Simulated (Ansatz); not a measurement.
BaTe (rock salt, space group No. 225) at seven volumes, PBE (plane waves, PAW; program Ansatz), scaled uniformly. One row is withheld.

```csv
V (Å³/atom),P (GPa)
40.108,3.31
41.430,2.02
42.753,0.93
44.075,0.00
45.397,-0.79
46.719,-1.47
48.042,?
```

### Question
Fit the shown pressures and predict the withheld one.

### Answer
P = (3/2)B₀(x^(7/2) − x^(5/2))[1 + (3/4)(B′ − 4)(x − 1)] with x = (V₀/V)^(2/3). Least squares on the six rows gives V₀ = 44.075 Å³/atom, B₀ = 28.6 GPa, B′ = 4.33. At V = 48.042, x = 0.9442 and P = -2.05 GPa. The run itself gave -2.04 GPa.

Space group Fm-3m (rock salt). Symmetry was held in the PBE relaxation. Spin–orbit coupling is left out wherever it is not named.

Potentials: the later of the program's two PAW sets.
